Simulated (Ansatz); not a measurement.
Given:

ZrB2:
```xyz
3
Lattice="3.1710 0.0000 0.0000 -1.5855 2.7462 0.0000 0.0000 0.0000 3.5422" Properties=species:S:1:pos:R:3 pbc="T T T"
Zr     0.0000     0.0000     0.0000
B      0.0000     1.8308     1.7711
B      1.5855     0.9154     1.7711
```

This is the PBE-relaxed structure.

### Question
All from PBE (plane waves, PAW; program Ansatz), unless another level is named. Give the electronic character.

### Answer
metallic (no gap).

### Question
What about the formation energy from the elements (no fitted shifts)?

### Answer
-98 kJ/mol of atoms.

### Question
Give the density of states at the Fermi level.

### Answer
0.09 states/eV per atom (mean over ±0.08 eV).

### Question
What about the gap with spin–orbit coupling?

### Answer
none (metallic).

Space group P6/mmm. The PBE relaxation kept the symmetry of its start. No spin polarisation was allowed. The references are the lowest solids computed at this level, not always the standard phases. Spin–orbit coupling is left out wherever it is not named.

Potentials: the later of the program's two PAW sets.
